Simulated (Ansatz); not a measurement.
## From the elastic tensor of LaZr₂O₂ to moduli and sound speeds

Computed with DFT PBE, scalar-relativistic, plane waves, PAW in Ansatz. Plane waves to 420 eV; Γ-centred k mesh 12×12×12; Gaussian smearing of 0.10 eV. No spin polarisation.

Space group R-3m (No. 166), trigonal, a = 3.374 Å, c = 25.009 Å. La is surrounded by 6 O at 2.58 Å, 6 La at 3.37 Å and 6 Zr at 3.49 Å; Zr is surrounded by 3 O at 2.29 Å, 9 Zr at 3.20–3.37 Å and 3 La at 3.49 Å; O has 3 Zr at 2.29 Å and 3 La at 2.58 Å.

It was reached by relaxing an invented guess, and it needn't be the stable form of this composition. In a metal, frequencies and elastic constants depend on the k mesh and the smearing, soft modes and shear constants most.

Relaxed-ion constants (GPa, on the Cartesian axes of the calculation):
```
261.8  67.1 105.5 -23.8   0.0   0.0
 67.1 261.8 105.5  23.8   0.0   0.0
105.6 105.6 243.1   0.0   0.0   0.0
-23.8  23.8   0.0  90.2   0.0   0.0
  0.0   0.0   0.0   0.0  90.2 -23.8
  0.0   0.0   0.0   0.0 -23.8  97.4
```

Density 7.139 g/cm³; 5 atoms in 82.18 Å³.

With S = C⁻¹: B_V = (C11+C22+C33+2(C12+C13+C23))/9, G_V = (C11+C22+C33−C12−C13−C23+3(C44+C55+C66))/15, 1/B_R = S11+S22+S33+2(S12+S13+S23), 15/G_R = 4(S11+S22+S33−S12−S13−S23)+3(S44+S55+S66); Hill is their mean. Then v_l = √((B+4G/3)/ρ), v_t = √(G/ρ), v_m = [(2/v_t³+1/v_l³)/3]^(−1/3) and Θ = (ħ/k_B)·v_m·(6π²n/V)^(1/3) for n atoms in the volume V; E = 9BG/(3B+G), ν = (3B−2G)/(2(3B+G)) and A^U = 5G_V/G_R + B_V/B_R − 6.

| Property | Result |
| --- | --- |
| Bulk modulus, Voigt / Reuss / Hill | 147.0 / 146.8 / 146.9 GPa |
| Shear modulus, Voigt / Reuss / Hill | 88.1 / 82.0 / 85.1 GPa |
| Young's modulus | 214 GPa |
| Poisson ratio | 0.257 |
| Pugh ratio B/G | 1.73 (under 1.75, the rule of thumb for brittle) |
| Universal anisotropy index | 0.37 |
| Longitudinal and transverse sound speeds | 6039 and 3452 m/s |
| Debye temperature from the mean sound speed | 449 K |
